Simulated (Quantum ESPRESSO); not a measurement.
## BSi2ON3 (finding a planted mistake in a log)

Simulated, not a measurement. The program is pw.x of Quantum ESPRESSO 7.5 (plane-wave density functional theory). The cell is made up: 7 atoms on a wurtzite lattice with one site empty, with randomly drawn elements, strain and displacements, not relaxed. PseudoDojo standard norm-conserving files (v0.5 for PBE, v0.4.1 for LDA and PBEsol) set the functional; there is no spin polarisation, spin-orbit coupling or dispersion term, and the masses in the input are unused placeholders.

Intended input:

```
&control calculation='scf', pseudo_dir='./dojo.nc.sr.pbe.v0_5.standard.upf', outdir='./o', disk_io='medium', tprnfor=.true., tstress=.true. /
&system ibrav=0, nat=7, ntyp=4, nbnd=22, ecutwfc=84.00895049, nosym=.true., tot_charge=0,
 occupations='smearing', smearing='fd', degauss=0.0018374661
/
&electrons conv_thr=7.350e-09, electron_maxstep=60, /
ATOMIC_SPECIES
B 1.0 B.upf
N 1.0 N.upf
O 1.0 O.upf
Si 1.0 Si.upf
CELL_PARAMETERS angstrom
2.8946 -0.0496 -0.0269
-0.086 4.9692 0.0303
-0.0439 0.0286 4.8348
ATOMIC_POSITIONS angstrom
B 0.0728 -0.0672 -0.0551
Si 1.2526 2.4191 0.0538
Si 0.0161 3.4967 2.4058
O 0.0487 0.1482 1.8377
N 1.5199 2.4223 1.6379
N 1.4925 0.786 4.3654
N -0.0999 3.3838 4.291
K_POINTS automatic
6 4 4 1 1 1
```

The log is shortened where brackets say so; the opening notice, blank lines, dates and the lines on written files are dropped, and the path of the files is cut. It prints rydbergs, bohrs and kilobars, and counts compression as positive stress. Where no state is partly filled, the Fermi energy that it prints is only some level between the filled and the empty states on the mesh, and need not lie in the true gap.

Log of the intended run:

```
     Program PWSCF v.7.5
     Parallel version (MPI & OpenMP), running on       1 processor cores
     Number of MPI processes:                 1
     Threads/MPI process:                     1
     [start-up lines left out]
     bravais-lattice index     =            0
     lattice parameter (alat)  =       5.4710  a.u.
     unit-cell volume          =     469.1048 (a.u.)^3
     number of atoms/cell      =            7
     number of atomic types    =            4
     number of electrons       =        32.00
     number of Kohn-Sham states=           22
     kinetic-energy cutoff     =      84.0090  Ry
     charge density cutoff     =     336.0358  Ry
     scf convergence threshold =      7.3E-09
     mixing beta               =       0.7000
     number of iterations used =            8  plain     mixing
     Exchange-correlation= PBE
                           (   1   4   3   4   0   0   0)
     [axes and pseudopotential details left out]
   Cartesian axes
     site n.     atom                  positions (alat units)
         1        B      tau(   1) = (   0.0251455  -0.0232112  -0.0190318  )
         2        Si     tau(   2) = (   0.4326546   0.8355699   0.0185828  )
         3        Si     tau(   3) = (   0.0055610   1.2077786   0.8309760  )
         4        O      tau(   4) = (   0.0168212   0.0511891   0.6347512  )
         5        N      tau(   5) = (   0.5249815   0.8366752   0.5657393  )
         6        N      tau(   6) = (   0.5155173   0.2714885   1.5078321  )
         7        N      tau(   7) = (  -0.0345060   1.1687823   1.4821340  )
     number of k points=    48  Fermi-Dirac smearing, width (Ry)=  0.0018
                       cart. coord. in units 2pi/alat
        k(    1) = (   0.0853133   0.0738454   0.0751897), wk =   0.0416667
        k(    2) = (   0.0866894   0.0729563   0.2249111), wk =   0.0416667
     [further k points left out]
     Dense  grid:    48775 G-vectors     FFT dimensions: (  32,  60,  54)
     Estimated max dynamical RAM per process >      55.65 MB
     Initial potential from superposition of free atoms
     starting charge      31.9985, renormalised to      32.0000
     Starting wfcs are   28 randomized atomic wfcs
     total cpu time spent up to now is        5.0 secs
     per-process dynamical memory:    36.0 Mb
     Self-consistent Calculation
     iteration #  1     ecut=    84.01 Ry     beta= 0.70
     Davidson diagonalization with overlap
     ethr =  1.00E-02,  avg # of iterations =  3.0
     total cpu time spent up to now is       14.0 secs
     total energy              =    -117.52445871 Ry
     estimated scf accuracy    <       1.70737539 Ry
     iteration #  2     ecut=    84.01 Ry     beta= 0.70
     Davidson diagonalization with overlap
     ethr =  5.34E-03,  avg # of iterations =  2.5
     total cpu time spent up to now is       22.4 secs
     total energy              =    -117.73812387 Ry
     estimated scf accuracy    <       2.58520626 Ry
     [iterations 3 to 11 left out]
     iteration # 12     ecut=    84.01 Ry     beta= 0.70
     Davidson diagonalization with overlap
     ethr =  1.68E-10,  avg # of iterations =  2.9
     total cpu time spent up to now is      113.2 secs
     total energy              =    -118.28274132 Ry
     estimated scf accuracy    <       0.00000002 Ry
     iteration # 13     ecut=    84.01 Ry     beta= 0.70
     Davidson diagonalization with overlap
     ethr =  5.30E-11,  avg # of iterations =  2.0
     total cpu time spent up to now is      121.1 secs
     End of self-consistent calculation
     [lines on levels left out]
     the Fermi energy is     8.7366 ev
!    total energy              =    -118.28274132 Ry
     estimated scf accuracy    <          1.3E-09 Ry
     smearing contrib. (-TS)   =       0.00000000 Ry
     internal energy E=F+TS    =    -118.28274132 Ry
     The total energy is F=E-TS. E is the sum of the following terms:
     one-electron contribution =     -10.31417139 Ry
     hartree contribution      =      24.96608058 Ry
     xc contribution           =     -35.33540057 Ry
     ewald contribution        =     -97.59924994 Ry
     convergence has been achieved in  13 iterations
     Forces acting on atoms (cartesian axes, Ry/au):
     atom    1 type  1   force =     0.00223641    0.14823602    0.03312337
     atom    2 type  4   force =     0.11179586   -0.13266672   -0.08574561
     atom    3 type  4   force =    -0.01338885    0.02052982   -0.11971873
     atom    4 type  3   force =     0.00899942   -0.17897212   -0.04967528
     atom    5 type  2   force =    -0.01745910    0.17258619    0.24616695
     atom    6 type  2   force =    -0.04515059   -0.08582545    0.04034888
     atom    7 type  2   force =    -0.04703315    0.05611226   -0.06449958
     Total force =     0.470407     Total SCF correction =     0.000047
     Computing stress (Cartesian axis) and pressure
          total   stress  (Ry/bohr**3)                   (kbar)     P=     -168.02
  -0.00125912   0.00021911   0.00032916         -185.22       32.23       48.42
   0.00021911  -0.00223621  -0.00021724           32.23     -328.96      -31.96
   0.00032916  -0.00021724   0.00006882           48.42      -31.96       10.12
     init_run     :      4.59s CPU      4.93s WALL (       1 calls)
     electrons    :    102.73s CPU    116.14s WALL (       1 calls)
     forces       :      1.31s CPU      1.34s WALL (       1 calls)
     stress       :      5.77s CPU      5.81s WALL (       1 calls)
     [timing details left out]
     PWSCF        :   1m54.54s CPU   2m 8.44s WALL
     JOB DONE.
```

A second run was made from an input with one planted mistake. Its log:

```
     Program PWSCF v.7.5
     Parallel version (MPI & OpenMP), running on       1 processor cores
     Number of MPI processes:                 1
     Threads/MPI process:                     1
     [start-up lines left out]
     bravais-lattice index     =            0
     lattice parameter (alat)  =       5.4710  a.u.
     unit-cell volume          =     469.1048 (a.u.)^3
     number of atoms/cell      =            7
     number of atomic types    =            4
     number of electrons       =        31.00
     number of Kohn-Sham states=           22
     kinetic-energy cutoff     =      84.0090  Ry
     charge density cutoff     =     336.0358  Ry
     scf convergence threshold =      7.3E-09
     mixing beta               =       0.7000
     number of iterations used =            8  plain     mixing
     Exchange-correlation= PBE
                           (   1   4   3   4   0   0   0)
     [axes and pseudopotential details left out]
   Cartesian axes
     site n.     atom                  positions (alat units)
         1        B      tau(   1) = (   0.0251455  -0.0232112  -0.0190318  )
         2        Si     tau(   2) = (   0.4326546   0.8355699   0.0185828  )
         3        Si     tau(   3) = (   0.0055610   1.2077786   0.8309760  )
         4        O      tau(   4) = (   0.0168212   0.0511891   0.6347512  )
         5        N      tau(   5) = (   0.5249815   0.8366752   0.5657393  )
         6        N      tau(   6) = (   0.5155173   0.2714885   1.5078321  )
         7        N      tau(   7) = (  -0.0345060   1.1687823   1.4821340  )
     number of k points=    48  Fermi-Dirac smearing, width (Ry)=  0.0018
                       cart. coord. in units 2pi/alat
        k(    1) = (   0.0853133   0.0738454   0.0751897), wk =   0.0416667
        k(    2) = (   0.0866894   0.0729563   0.2249111), wk =   0.0416667
     [further k points left out]
     Dense  grid:    48775 G-vectors     FFT dimensions: (  32,  60,  54)
     Estimated max dynamical RAM per process >      55.65 MB
     Initial potential from superposition of free atoms
     starting charge      31.9985, renormalised to      31.0000
     Starting wfcs are   28 randomized atomic wfcs
     total cpu time spent up to now is        4.8 secs
     per-process dynamical memory:    43.7 Mb
     Self-consistent Calculation
     iteration #  1     ecut=    84.01 Ry     beta= 0.70
     Davidson diagonalization with overlap
     ethr =  1.00E-02,  avg # of iterations =  3.0
     total cpu time spent up to now is       14.9 secs
     total energy              =    -117.85225057 Ry
     estimated scf accuracy    <       2.15609634 Ry
     iteration #  2     ecut=    84.01 Ry     beta= 0.70
     Davidson diagonalization with overlap
     ethr =  6.96E-03,  avg # of iterations =  2.2
     total cpu time spent up to now is       25.4 secs
     total energy              =    -118.02977061 Ry
     estimated scf accuracy    <       3.91966925 Ry
     [iterations 3 to 12 left out]
     iteration # 13     ecut=    84.01 Ry     beta= 0.70
     Davidson diagonalization with overlap
     ethr =  1.83E-10,  avg # of iterations =  2.5
     total cpu time spent up to now is      122.4 secs
     total energy              =    -118.81870621 Ry
     estimated scf accuracy    <          9.6E-09 Ry
     iteration # 14     ecut=    84.01 Ry     beta= 0.70
     Davidson diagonalization with overlap
     ethr =  3.09E-11,  avg # of iterations =  2.1
     total cpu time spent up to now is      130.2 secs
     End of self-consistent calculation
     [lines on levels left out]
     the Fermi energy is     6.8813 ev
!    total energy              =    -118.81870621 Ry
     estimated scf accuracy    <          1.4E-09 Ry
     smearing contrib. (-TS)   =      -0.00084104 Ry
     internal energy E=F+TS    =    -118.81786516 Ry
     The total energy is F=E-TS. E is the sum of the following terms:
     one-electron contribution =     -11.27600169 Ry
     hartree contribution      =      24.43324285 Ry
     xc contribution           =     -34.37585639 Ry
     ewald contribution        =     -97.59924994 Ry
     convergence has been achieved in  14 iterations
     Forces acting on atoms (cartesian axes, Ry/au):
     atom    1 type  1   force =     0.00145028    0.10034038    0.01503084
     atom    2 type  4   force =     0.10405299   -0.06155618   -0.10905143
     atom    3 type  4   force =    -0.00918410   -0.03443632   -0.08242832
     atom    4 type  3   force =     0.00491616   -0.12690818   -0.06665114
     atom    5 type  2   force =    -0.01444380    0.16212724    0.24315476
     atom    6 type  2   force =    -0.03659209   -0.10674600    0.06160246
     atom    7 type  2   force =    -0.05019944    0.06717906   -0.06165718
     Total force =     0.422401     Total SCF correction =     0.000045
     Computing stress (Cartesian axis) and pressure
          total   stress  (Ry/bohr**3)                   (kbar)     P=     -443.73
  -0.00300982   0.00009119   0.00034585         -442.76       13.41       50.88
   0.00009119  -0.00380134  -0.00032049           13.41     -559.20      -47.15
   0.00034585  -0.00032049  -0.00223807           50.88      -47.15     -329.23
     init_run     :      4.51s CPU      4.68s WALL (       1 calls)
     electrons    :    113.91s CPU    125.42s WALL (       1 calls)
     forces       :      1.52s CPU      1.56s WALL (       1 calls)
     stress       :      5.55s CPU      5.60s WALL (       1 calls)
     [timing details left out]
     PWSCF        :   2m 5.72s CPU   2m17.58s WALL
     JOB DONE.
```

Question: what was wrong in the second input?

Answer: the cell has the wrong charge. The input lines that differ, file-writing options aside:

```
- &system ibrav=0, nat=7, ntyp=4, nbnd=22, ecutwfc=84.00895049, nosym=.true., tot_charge=0,
+ &system ibrav=0, nat=7, ntyp=4, nbnd=22, ecutwfc=84.00895049, nosym=.true., tot_charge=1,
```

|  | intended run | run with the mistake |
| --- | --- | --- |
| free energy (eV) | -1609.319 | -1616.611 |
| smearing term -TS (eV) | 0.0000 | -0.0114 |
| pressure (GPa) | -16.80 | -44.37 |
| largest force component (eV/Å) | 6.329 | 6.252 |
| largest change of a force component (eV/Å) |  | 1.828 |
| iterations | 13 | 14 |

For scale, a rerun of the intended cell at 1437 eV and a 8 x 6 x 6 mesh moved values by no more than 0.002 eV in energy, 0.04 GPa in stress and 0.003 eV/Å in force. The charged cell sits in a uniform background, so its energy and stress rest on the program's zero of potential.